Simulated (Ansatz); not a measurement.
NaCl:
```yaml
crystal:
  lattice:
    - [3.48206, 0.00000, 0.00000]
    - [0.00000, 3.48206, 0.00000]
    - [0.00000, 0.00000, 3.48206]
  atoms:
    - { symbol: Na, position: [0.00000, 0.00000, 0.00000] }
    - { symbol: Cl, position: [0.50000, 0.50000, 0.50000] }
```

Relaxed with HSE06.

Question: Give the Bader charges and basin volumes of the independent atoms, DFT-HSE06 in the program Ansatz with PAW potentials.

Answer: 

```tsv
atom	Bader charge (e)	Bader volume (Å³)
Na1	+0.89	9.8
Cl2	-0.89	32.4
```

Space group Pm-3m (CsCl type). This is a known high-pressure phase of the composition, computed here at zero pressure and temperature. The cell was relaxed with HSE06 under the symmetry of its start; its stability against distortions is not shown here.

Potentials: the earlier of the program's two PAW sets. The files were generated under PBE; for other functionals the program regenerates the frozen cores, and for LDA and PBEsol the local potential too.
